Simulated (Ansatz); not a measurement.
input.yaml for Ni$_{3}$Bi (Ansatz 0.2.0)

```yaml
crystal:
  lattice:
    - [3.822007, 0.0, 0.0]
    - [0.0, 3.822007, 0.0]
    - [0.0, 0.0, 3.822007]
  atoms:
    - { symbol: Ni, position: [0.0, 0.5, 0.5], spin: 0.08 }
    - { symbol: Ni, position: [0.5, 0.0, 0.5], spin: 0.08 }
    - { symbol: Ni, position: [0.5, 0.5, 0.0], spin: 0.08 }
    - { symbol: Bi, position: [0.0, 0.0, 0.0], spin: 0.01 }
basis:
  ecutwfc: 250
kpoints:
  mp_grid: { grid: [4, 4, 4] }
hamiltonian:
  xc: pbe
scf:
  occupations: { method: gaussian, width: 0.1 }
  lower_state_search: "off"
output:
  forces: true
  stress: true
  eigenvalues: true
  populations: true
magnetization:
  spin_polarized: true
```

Command:

```bash
ansatz run input.yaml --threads 1 --pin off --max-ram 1331MiB --backend cpu --events-out ev --progress --plain --runs-dir out
```

Output, shortened (HF is the Harris–Foulkes energy, dr2 the density residual in eV):

```text
Warning: basis.ecutwfc = 250 eV is below the records' recommended 420 eV, and the density's cutoff is lower with it unless basis.ecutrho_ratio is high enough to keep the records' density cutoff: compare with a run at a higher cutoff
Pseudopotential: Ni, paw, valence charge 18, recommended cutoff 420 eV (normal)
Pseudopotential: Bi, paw, valence charge 15, recommended cutoff 420 eV (normal)
Crystal: 4 atoms, lattice volume = 55.831 Å³
Basis set: ecut = 250 eV, 485 PW (Γ), exchange–correlation on 40×40×40 points (8 copies of the dense FFT grid, shifted against one another)
Bands: 42, of which v1, the nominal top of the filled ones, is band 35 counted from 1 (34 counted from 0)
Symmetry: 48 space group operations
Space group: Pm-3m (ITA 221), of the structure as read, at distance tolerance 3.8e-5 Å
k-points: 10 of 64
Initial density: superposition of atomic densities
Starting moments: Σ|m| = 0.25 μB on 4 of 4 sites
SCF iter   1: HF=-29909.045964 eV  Δρ=7.83e-2 (↑6.84e-2 ↓7.83e-2) dr2=1.24e1  dr2_m=1.53e-2  M=0.063 μB ∫|m|=0.081 μB
spin=Collinear: Resta preconditioning applied to the charge; magnetization (m = ρ↑ − ρ↓) channel mixes plain (no charge-response kernel on spin).
SCF iter   2: HF=-29907.956064 eV  Δρ=2.83e-2 (↑2.47e-2 ↓2.83e-2) dr2=2.66e0  dr2_m=3.55e-3  M=0.101 μB ∫|m|=0.110 μB
spin=Collinear: Kerker preconditioning applied to the charge; magnetization (m = ρ↑ − ρ↓) channel mixes plain (no charge-response kernel on spin).
SCF iter   3: HF=-29907.229949 eV  Δρ=1.69e-2 (↑1.48e-2 ↓1.69e-2) dr2=9.80e-1  dr2_m=1.22e-3  M=0.112 μB ∫|m|=0.120 μB
SCF iter   4: HF=-29906.768512 eV  Δρ=1.15e-2 (↑1.10e-2 ↓1.15e-2) dr2=1.56e-1  dr2_m=7.76e-5  M=0.150 μB ∫|m|=0.156 μB
   ...
SCF iter  40: F=-29906.821005 eV  HF=-29906.821005 eV  Δρ=3.00e-6 (↑2.24e-6 ↓3.00e-6) dr2=3.43e-10  dr2_m=3.48e-9  M=0.285 μB ∫|m|=0.307 μB
SCF iter  41: F=-29906.821005 eV  HF=-29906.821005 eV  Δρ=1.15e-6 (↑1.15e-6 ↓1.04e-6) dr2=1.40e-11  dr2_m=6.12e-10  M=0.285 μB ∫|m|=0.307 μB
SCF iter  42: F=-29906.821005 eV  HF=-29906.821005 eV  Δρ=7.45e-8 (↑7.45e-8 ↓5.21e-8) dr2=1.10e-12  dr2_m=1.90e-12  M=0.285 μB ∫|m|=0.307 μB
SCF 1 converged in 42 iterations: F = -29906.821005 eV  dr2 = 1.10e-12
SCF converged after 42 iterations
Magnetization: 0.2846 μB (34.6423 up, 34.3577 down)
Absolute magnetization: 0.3073 μB (∫|ρ↑−ρ↓|, with the PAW one-centre terms)
Per-site moments (μB) at R_I (Å): [(0.0919, 1.1148), (0.0919, 1.1148), (0.0919, 1.1148), (0.0095, 1.1148)]
Free energy (F): -29906.821005 eV
E sigma→0 (E₀):  -29906.806858 eV
Entropy (-TS):   -0.028293 eV (-7.073 meV/atom)
Fermi energy:    17.740074 eV
--- Forces (eV/Å), atoms counted from 1 ---
  atom   1  Ni     0.00000000    -0.00000000     0.00000000
  atom   2  Ni    -0.00000000    -0.00000000    -0.00000000
  atom   3  Ni    -0.00000000    -0.00000000     0.00000000
  atom   4  Bi    -0.00000000    -0.00000000    -0.00000000
--- Stress (GPa, compression-positive) ---
       10.078349      -0.000000       0.000000
       -0.000000      10.078349       0.000000
        0.000000       0.000000      10.078349
  P = ⅓ Tr σ = 10.0783 GPa (100.783 kbar)
```

These settings were drawn at random to show what each does; none of the numbers is a converged property of the crystal.